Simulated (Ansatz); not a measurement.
# TiC (rock salt): frozen-phonon scan

TiC (rock salt)

```
CELL_PARAMETERS angstrom
      0.00000     4.33303     4.33303
      2.16652     0.00000     2.16652
      2.16652     2.16652     0.00000
ATOMIC_POSITIONS crystal
  C  0.00000 0.00000 0.00000
  C  0.50000 0.00000 0.00000
  Ti 0.25000 0.50000 0.50000
  Ti 0.75000 0.50000 0.50000
```

The atoms are displaced by Q × the pattern below (from a DFPT mode at L = (0.5, 0.0, 0.0), largest move 1; Q in Å), at fixed cell. It is one choice among 2 degenerate patterns. (q is in reciprocal vectors of the primitive cell; the cell shown is doubled to hold the pattern.)

```
atom       x       y       z
----  ------  ------  ------
C1    -0.285   0.520  -0.805
C2     0.285  -0.520   0.805
```

Atoms not listed stay in place.

These are PBE (plane waves to 420 eV, PAW, scalar-relativistic; Ansatz, a quantum-chemistry and plane-wave program) values and carry that method's errors. k mesh 9×18×18 (Γ-centred), Fermi-Dirac smearing 0.05 eV. Energies are smeared free energies. Compression counts positive. With partly filled bands, energies and forces of such displacements shift with the k mesh and the smearing. TiC is run without spin polarisation. TiC was relaxed with its symmetry unable to fall. ΔE is measured from the undisplaced structure.

```
Q (Å)   ΔE (meV/cell)  −dE/dQ from forces (eV/Å)  P (GPa)
------  -------------  -------------------------  -------
-0.100            141                      2.820      1.2
-0.083             98                      2.351      0.9
-0.067             63                      1.882      0.6
-0.050             35                      1.412      0.3
-0.033             16                      0.942      0.1
-0.017              4                      0.471      0.0
0.000               0                      0.000      0.0
0.017               4                     -0.471      0.0
0.033              16                     -0.942      0.1
0.050              35                     -1.412      0.3
0.067              63                     -1.882      0.6
0.083              98                     -2.351      0.9
0.100             141                     -2.820      1.2
```

Summary:

| Item | Value |
|---|---|
| Energy at Q = 0.100 Å | 141 meV/cell |
| Space group of the distorted cell | P-1 (No. 2), lowered from Fm-3m |
| Symmetry of the curve | even: the same for both signs |
| Shape of the curve | a single well with its minimum at or next to zero displacement |
| Harmonic wavenumber from the curvature (finite differences) | 566 cm⁻¹ |
| Wavenumber by perturbation theory (DFPT, on another k mesh) | 566 cm⁻¹ |

(A displaced cell: forces are minus the slopes of the energy, force constants its curvatures, and phonons follow from these.)
